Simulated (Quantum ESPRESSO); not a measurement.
Au5Ti2Ta, finding a planted mistake in a log

Simulated, not a measurement. The program is pw.x of Quantum ESPRESSO 7.5 (plane-wave density functional theory). The cell is made up: eight metal atoms on a face-centred cubic lattice, with elements, volume, strain and displacements drawn at random and not relaxed, so it may be unstable or far from any real phase. PseudoDojo standard norm-conserving files set the functional (PBE unless stated); there is no spin polarisation or spin-orbit coupling, the Fermi-Dirac width of 0.25 eV means electrons at about 2900 K, and the masses in the input are unused placeholders. Heavy elements are run without spin-orbit coupling, which real alloys of them have. A spin test at this wide smearing found no moment, but such smearing suppresses magnetism that the real alloy may have.

Intended input:

```
&control calculation='scf', pseudo_dir='./dojo.nc.sr.pbe.v0_5.standard.upf', outdir='./o', disk_io='minimal', tprnfor=.true., tstress=.true. /
&system ibrav=0, nat=8, ntyp=3, nbnd=79, ecutwfc=84.00895049, nosym=.true., tot_charge=0,
 occupations='smearing', smearing='fd', degauss=0.0183746611
/
&electrons conv_thr=1.470e-08, electron_maxstep=70, mixing_beta=0.5 /
ATOMIC_SPECIES
Au 1.0 Au.upf
Ta 1.0 Ta.upf
Ti 1.0 Ti.upf
CELL_PARAMETERS angstrom
1.927 4.1081 1.9722
2.0179 -4.1576 1.9804
4.0477 -0.0413 -4.0554
ATOMIC_POSITIONS angstrom
Au 0.0631 0.0515 -0.0102
Au 2.1398 -0.108 -2.0445
Ti 1.9981 -2.0846 -0.0336
Au 4.0389 -2.0961 -2.066
Ta 2.0171 2.0101 -0.058
Au 4.076 1.9076 -2.0689
Ti 2.0539 0.025 1.8769
Au 4.0445 -0.0754 -0.0562
K_POINTS automatic
5 5 4 1 1 1
```

The log is shortened where brackets say so; the opening notice, blank lines, dates and the lines on written files are dropped, and the path of the files is cut. It prints rydbergs, bohrs and kilobars, and counts compression as positive stress. Its total energy is the free energy E - TS of the whole cell.

Log of the intended run:

```
     Program PWSCF v.7.5
     Parallel version (MPI & OpenMP), running on       4 processor cores
     Number of MPI processes:                 4
     Threads/MPI process:                     1
     [start-up lines left out]
     bravais-lattice index     =            0
     lattice parameter (alat)  =       9.3497  a.u.
     unit-cell volume          =     892.2814 (a.u.)^3
     number of atoms/cell      =            8
     number of atomic types    =            3
     number of electrons       =       132.00
     number of Kohn-Sham states=           79
     kinetic-energy cutoff     =      84.0090  Ry
     charge density cutoff     =     336.0358  Ry
     scf convergence threshold =      1.5E-08
     mixing beta               =       0.5000
     number of iterations used =            8  plain     mixing
     Exchange-correlation= PBE
                           (   1   4   3   4   0   0   0)
     [axes and pseudopotential details left out]
   Cartesian axes
     site n.     atom                  positions (alat units)
         1        Au     tau(   1) = (   0.0127535   0.0104090  -0.0020616  )
         2        Au     tau(   2) = (   0.4324869  -0.0218285  -0.4132252  )
         3        Ti     tau(   3) = (   0.4038471  -0.4213301  -0.0067911  )
         4        Au     tau(   4) = (   0.8163245  -0.4236544  -0.4175707  )
         5        Ta     tau(   5) = (   0.4076873   0.4062725  -0.0117227  )
         6        Au     tau(   6) = (   0.8238230   0.3855556  -0.4181569  )
         7        Ti     tau(   7) = (   0.4151251   0.0050529   0.3793507  )
         8        Au     tau(   8) = (   0.8174563  -0.0152395  -0.0113589  )
     number of k points=    50  Fermi-Dirac smearing, width (Ry)=  0.0184
                       cart. coord. in units 2pi/alat
        k(    1) = (   0.2018401   0.0022682   0.0489314), wk =   0.0400000
        k(    2) = (   0.3546538   0.0037975  -0.1035654), wk =   0.0400000
     [further k points left out]
     Dense  grid:    92821 G-vectors     FFT dimensions: (  60,  60,  64)
     Estimated max dynamical RAM per process >     357.96 MB
     Estimated total dynamical RAM >       1.33 GB
     Initial potential from superposition of free atoms
     starting charge     131.9953, renormalised to     132.0000
     Starting wfcs are   80 randomized atomic wfcs
     total cpu time spent up to now is        5.2 secs
     per-process dynamical memory:   277.5 Mb
     Self-consistent Calculation
     iteration #  1     ecut=    84.01 Ry     beta= 0.50
     Davidson diagonalization with overlap
     ethr =  1.00E-02,  avg # of iterations =  4.2
     total cpu time spent up to now is       18.4 secs
     total energy              =   -1845.27775222 Ry
     estimated scf accuracy    <       7.32321193 Ry
     iteration #  2     ecut=    84.01 Ry     beta= 0.50
     Davidson diagonalization with overlap
     ethr =  5.55E-03,  avg # of iterations =  4.0
     total cpu time spent up to now is       32.6 secs
     total energy              =   -1848.03348983 Ry
     estimated scf accuracy    <      24.17254348 Ry
     [iterations 3 to 12 left out]
     iteration # 13     ecut=    84.01 Ry     beta= 0.50
     Davidson diagonalization with overlap
     ethr =  1.27E-09,  avg # of iterations =  2.3
     total cpu time spent up to now is      160.1 secs
     total energy              =   -1849.71557634 Ry
     estimated scf accuracy    <       0.00000012 Ry
     iteration # 14     ecut=    84.01 Ry     beta= 0.50
     Davidson diagonalization with overlap
     ethr =  8.91E-11,  avg # of iterations =  4.2
     total cpu time spent up to now is      172.7 secs
     End of self-consistent calculation
     [lines on levels left out]
!    total energy              =   -1849.71557636 Ry
     estimated scf accuracy    <       0.00000001 Ry
     smearing contrib. (-TS)   =      -0.10611354 Ry
     internal energy E=F+TS    =   -1849.60946282 Ry
     The total energy is F=E-TS. E is the sum of the following terms:
     one-electron contribution =    -542.70205358 Ry
     hartree contribution      =     342.20024723 Ry
     xc contribution           =    -325.34180871 Ry
     ewald contribution        =   -1323.76584775 Ry
     convergence has been achieved in  14 iterations
     Forces acting on atoms (cartesian axes, Ry/au):
     atom    1 type  1   force =     0.00122698   -0.02593556   -0.04351773
     atom    2 type  1   force =    -0.04963438    0.01538213    0.00393076
     atom    3 type  3   force =     0.02391251   -0.00230220   -0.00712189
     atom    4 type  1   force =     0.03891025   -0.01433440    0.00018743
     atom    5 type  2   force =     0.01327305    0.01792224   -0.01805592
     atom    6 type  1   force =    -0.00281215    0.03978771   -0.01747331
     atom    7 type  3   force =    -0.02500050   -0.02376020    0.05533996
     atom    8 type  1   force =     0.00012423   -0.00675971    0.02671070
     Total force =     0.123943     Total SCF correction =     0.000493
     Computing stress (Cartesian axis) and pressure
          total   stress  (Ry/bohr**3)                   (kbar)     P=      116.07
   0.00088831   0.00014324   0.00004586          130.68       21.07        6.75
   0.00014324   0.00058425  -0.00000254           21.07       85.95       -0.37
   0.00004586  -0.00000254   0.00089462            6.75       -0.37      131.60
     init_run     :      4.92s CPU      5.14s WALL (       1 calls)
     electrons    :    163.36s CPU    167.54s WALL (       1 calls)
     forces       :      2.07s CPU      2.09s WALL (       1 calls)
     stress       :      7.09s CPU      7.26s WALL (       1 calls)
     [timing details left out]
     PWSCF        :   2m57.54s CPU   3m 2.15s WALL
     JOB DONE.
```

A second run was made from an input with one planted mistake. Its log:

```
     Program PWSCF v.7.5
     Parallel version (MPI & OpenMP), running on       4 processor cores
     Number of MPI processes:                 4
     Threads/MPI process:                     1
     [start-up lines left out]
     bravais-lattice index     =            0
     lattice parameter (alat)  =       9.3497  a.u.
     unit-cell volume          =     892.2814 (a.u.)^3
     number of atoms/cell      =            8
     number of atomic types    =            3
     number of electrons       =       132.00
     number of Kohn-Sham states=           79
     kinetic-energy cutoff     =      84.0090  Ry
     charge density cutoff     =     336.0358  Ry
     scf convergence threshold =      1.5E-08
     mixing beta               =       0.5000
     number of iterations used =            8  plain     mixing
     Exchange-correlation= SLA  PW   NOGX NOGC
                           (   1   4   0   0   0   0   0)
     [axes and pseudopotential details left out]
   Cartesian axes
     site n.     atom                  positions (alat units)
         1        Au     tau(   1) = (   0.0127535   0.0104090  -0.0020616  )
         2        Au     tau(   2) = (   0.4324869  -0.0218285  -0.4132252  )
         3        Ti     tau(   3) = (   0.4038471  -0.4213301  -0.0067911  )
         4        Au     tau(   4) = (   0.8163245  -0.4236544  -0.4175707  )
         5        Ta     tau(   5) = (   0.4076873   0.4062725  -0.0117227  )
         6        Au     tau(   6) = (   0.8238230   0.3855556  -0.4181569  )
         7        Ti     tau(   7) = (   0.4151251   0.0050529   0.3793507  )
         8        Au     tau(   8) = (   0.8174563  -0.0152395  -0.0113589  )
     number of k points=    50  Fermi-Dirac smearing, width (Ry)=  0.0184
                       cart. coord. in units 2pi/alat
        k(    1) = (   0.2018401   0.0022682   0.0489314), wk =   0.0400000
        k(    2) = (   0.3546538   0.0037975  -0.1035654), wk =   0.0400000
     [further k points left out]
     Dense  grid:    92821 G-vectors     FFT dimensions: (  60,  60,  64)
     Estimated max dynamical RAM per process >     357.96 MB
     Estimated total dynamical RAM >       1.33 GB
     Initial potential from superposition of free atoms
     starting charge     131.9961, renormalised to     132.0000
     Starting wfcs are   80 randomized atomic wfcs
     total cpu time spent up to now is        5.9 secs
     per-process dynamical memory:   285.4 Mb
     Self-consistent Calculation
     iteration #  1     ecut=    84.01 Ry     beta= 0.50
     Davidson diagonalization with overlap
     ethr =  1.00E-02,  avg # of iterations =  4.1
     total cpu time spent up to now is       20.0 secs
     total energy              =   -1838.98305646 Ry
     estimated scf accuracy    <       7.25546149 Ry
     iteration #  2     ecut=    84.01 Ry     beta= 0.50
     Davidson diagonalization with overlap
     ethr =  5.50E-03,  avg # of iterations =  4.0
     total cpu time spent up to now is       34.2 secs
     total energy              =   -1841.69645116 Ry
     estimated scf accuracy    <      24.29206845 Ry
     [iterations 3 to 12 left out]
     iteration # 13     ecut=    84.01 Ry     beta= 0.50
     Davidson diagonalization with overlap
     ethr =  1.07E-09,  avg # of iterations =  2.4
     total cpu time spent up to now is      165.8 secs
     total energy              =   -1843.38871063 Ry
     estimated scf accuracy    <       0.00000008 Ry
     iteration # 14     ecut=    84.01 Ry     beta= 0.50
     Davidson diagonalization with overlap
     ethr =  6.24E-11,  avg # of iterations =  4.3
     total cpu time spent up to now is      178.7 secs
     End of self-consistent calculation
     [lines on levels left out]
!    total energy              =   -1843.38871064 Ry
     estimated scf accuracy    <       0.00000001 Ry
     smearing contrib. (-TS)   =      -0.10695465 Ry
     internal energy E=F+TS    =   -1843.28175598 Ry
     The total energy is F=E-TS. E is the sum of the following terms:
     one-electron contribution =    -545.83293649 Ry
     hartree contribution      =     341.75179096 Ry
     xc contribution           =    -315.43476271 Ry
     ewald contribution        =   -1323.76584775 Ry
     convergence has been achieved in  14 iterations
     Forces acting on atoms (cartesian axes, Ry/au):
     atom    1 type  1   force =     0.00352175   -0.02198155   -0.03872188
     atom    2 type  1   force =    -0.04412606    0.01249218    0.00440919
     atom    3 type  3   force =     0.02221703   -0.00144550   -0.00839624
     atom    4 type  1   force =     0.03409987   -0.01244421   -0.00098194
     atom    5 type  2   force =     0.01380749    0.01478305   -0.01717245
     atom    6 type  1   force =    -0.00198488    0.03366971   -0.01538296
     atom    7 type  3   force =    -0.02502932   -0.01936364    0.05090527
     atom    8 type  1   force =    -0.00250587   -0.00571005    0.02534101
     Total force =     0.111151     Total SCF correction =     0.000313
     Computing stress (Cartesian axis) and pressure
          total   stress  (Ry/bohr**3)                   (kbar)     P=      -12.89
   0.00000800   0.00012457   0.00002868            1.18       18.32        4.22
   0.00012457  -0.00028650  -0.00000572           18.32      -42.15       -0.84
   0.00002868  -0.00000572   0.00001556            4.22       -0.84        2.29
     init_run     :      5.03s CPU      5.27s WALL (       1 calls)
     electrons    :    168.66s CPU    172.89s WALL (       1 calls)
     forces       :      2.01s CPU      2.01s WALL (       1 calls)
     stress       :      7.22s CPU      7.28s WALL (       1 calls)
     [timing details left out]
     PWSCF        :   3m 3.50s CPU   3m 8.10s WALL
     JOB DONE.
```

Question: the log repeats what the program read. Compare it with the intended run: what was wrong in the second input?

Answer: the files are those of another functional. The input lines that differ:

```
- &control calculation='scf', pseudo_dir='./dojo.nc.sr.pbe.v0_5.standard.upf', outdir='./o', disk_io='minimal', tprnfor=.true., tstress=.true. /
+ &control calculation='scf', pseudo_dir='./dojo.nc.sr.lda.v0_4_1.standard.upf', outdir='./o', disk_io='minimal', tprnfor=.true., tstress=.true. /
```

```
                                            intended run  run with the mistake
                          free energy (eV)    -25166.662            -25080.581
         entropy term -TS, part of it (eV)        -1.444                -1.455
                            pressure (GPa)         11.61                 -1.29
size of the largest force component (eV/Å)         1.423                 1.309
largest change of a force component (eV/Å)                               0.157
                                iterations            14                    14
```

For scale, a rerun of the intended cell at a higher cutoff and on a denser mesh moved values by no more than 0.002 eV in energy, 0.09 GPa in stress and 0.005 eV/Å in force, and a second program with other atomic files agreed on that cell to 2 % rms in force and 0.5 GPa in pressure. Files of another functional or element have another zero of energy, so the energy change says nothing on stability.